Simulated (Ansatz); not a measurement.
CoMoP:
```xyz
12
Lattice="5.7750 0.0000 0.0000 0.0000 3.7161 0.0000 0.0000 0.0000 6.6699" Properties=species:S:1:pos:R:3 pbc="T T T"
Co     0.8050     2.7871     6.2253
Co     4.9701     0.9290     0.4446
Co     2.0825     0.9290     2.8904
Co     3.6925     2.7871     3.7796
Mo     5.5840     0.9290     4.4659
Mo     0.1910     2.7871     2.2041
Mo     3.0785     2.7871     1.1309
Mo     2.6965     0.9290     5.5390
P      1.3461     0.9290     0.7973
P      4.4289     2.7871     5.8726
P      1.5414     2.7871     4.1323
P      4.2336     0.9290     2.5376
```

Relaxed with r²SCAN. Special points in fractions of this cell's reciprocal vectors: Γ (0.000, 0.000, 0.000); X (0.500, 0.000, 0.000); S (0.500, 0.500, 0.000); Y (0.000, 0.500, 0.000); Z (0.000, 0.000, 0.500); U (0.500, 0.000, 0.500); R (0.500, 0.500, 0.500); T (0.000, 0.500, 0.500).

Question: List the band energies nearest the Fermi level at these points for DFT-r²SCAN in the program Ansatz with PAW potentials.

Answer: In eV from the Fermi level; about four levels below and three above (degenerate sets whole), none deeper than 8.9 eV; points with the same levels are listed once.

| k | below | above |
|---|---|---|
| Γ | -0.98 -0.82 -0.51 -0.33 | 0.01 0.06 0.15 |
| X | -0.59 -0.59 -0.42 -0.42 | 0.66 0.66 1.19 1.19 |
| S | -0.32 -0.32 -0.32 -0.32 | 0.40 0.40 0.40 0.40 |
| Y | -0.80 -0.80 -0.38 -0.38 | 0.23 0.23 0.31 0.31 |
| Z | -0.67 -0.67 -0.15 -0.15 | 0.42 0.42 0.58 0.58 |
| U | -1.17 -1.17 -0.78 -0.78 | 0.25 0.25 0.29 0.29 |
| R | -0.55 -0.55 -0.55 -0.55 | 0.44 0.44 0.44 0.44 |
| T | -0.73 -0.73 -0.60 -0.60 | 0.62 0.62 0.69 0.69 |

Space group Pnma. The first step of the workflow began from a Materials Project structure, measured or hypothetical; the Crystallography Open Database copy checked does not list it. Whether it is the stable phase at ambient conditions was not checked. Symmetry was held in the r²SCAN relaxation; its stability against distortions is not shown here. No spin polarisation was allowed. Scalar-relativistic: spin–orbit coupling is off unless named, which matters more the heavier the elements.

Potentials: the later of the program's two PAW sets.
